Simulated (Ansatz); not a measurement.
# ZrS (Fm-3m), clamped-ion strain scan

All numbers below come from DFT PBEsol, scalar-relativistic, plane waves, PAW in Ansatz 0.2.0. Settings: plane waves to 420 eV, k-mesh 16×16×16 (Γ-centred), Gaussian smearing 0.15 eV. No spin polarisation. Energies are free energies at this smearing, counted from the undisturbed cell; pressure is positive in compression.

Reference structure (as given, not relaxed at this level; it stands at -6.5 GPa, and it needn't be the usual structure):

```
Zr S
1.0
     0.00000    2.62500    2.62500
     2.62500    0.00000    2.62500
     2.62500    2.62500    0.00000
Zr S
1 1
Direct
  0.00000 0.00000 0.00000
  0.50000 0.50000 0.50000
```

The cell is strained by ε times the Voigt pattern (0, 0, 0, 1, 0, 0) (xx, yy, zz, yz, xz, xy; engineering shear) with fractional coordinates fixed. The cell is metallic on the mesh throughout.

```csv
ε,ΔE (meV/atom),"stress summed along the pattern (GPa, tension positive)"
-0.1000,13.3,-2.54
-0.0500,3.4,-1.36
0.0000,0.0,0.00
0.0125,0.2,0.35
0.0250,0.9,0.70
0.0375,2.0,1.03
0.0625,5.3,1.67
0.0750,7.6,1.97
0.0875,10.3,2.27
```

By symmetry 0.1000 repeats -0.1000, -0.0750 repeats 0.0750, 0.0500 repeats -0.0500, -0.0250 repeats 0.0250 in energy, with the opposite slope along the path.